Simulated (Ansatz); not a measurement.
**Zone-centre phonons of Rh at 35 GPa: input and output**

Method: DFT LDA, scalar-relativistic, plane waves, PAW (Ansatz).

Launched with:
```bash
ansatz run input.yaml --threads 1 --pin off --max-ram 3072MiB --backend cpu --events-out ev --progress --plain --runs-dir out
```

Input (bare energies are in eV):
```yaml
crystal:
  lattice:
    - [2.5908532347, 0.0, 0.0]
    - [-1.2954266174, 2.2437447187, 0.0]
    - [0.0, 0.0, 4.1862518594]
  atoms:
    - { symbol: Rh, position: [0.6666666667, 0.3333333333, 0.75] }
    - { symbol: Rh, position: [0.3333333333, 0.6666666667, 0.25] }
basis:
  ecutwfc: 420
kpoints:
  mp_grid: { grid: [18, 18, 10] }
hamiltonian:
  xc: lda
scf:
  occupations: { method: fermi_dirac, width: 0.15 }
output:
  eigenvalues: true
phonons:
  method: dfpt
  eigenvectors: true
```

The end of the output:
```
--- Phonons (Γ-DFPT): 2 representative perturbations + reference, on 546 of 3240 k-points (Σ response iterations 6) ---
  k mesh reduced under 4 symmetry operations, with k and −k counted as one. Each operation leaves every solved displacement unchanged or reverses it
  ASR residual: 1.922e-4 → 0.000e0 eV/Å²; symmetrization residual: 1.080e-9 eV/Å²
  ASR residual per site (eV/Å²): 1.92e-4 1.92e-4
  Γ frequencies (cm⁻¹): 0.00 0.00 0.00 181.40 181.40 320.89
  non-analytic LO–TO correction: not included (Born effective charges unavailable; polar crystals: no LO–TO splitting at Γ)
```

It took 33 s on 1 thread of Intel(R) Xeon(R) 6975P-C (Granite Rapids), on a shared host, peak memory 1.1 GiB.

In a metal, frequencies and elastic constants depend on the k mesh and the smearing, soft modes and shear constants most. Other phases may be more stable at this pressure.

This form isn't the element's structure at ambient conditions.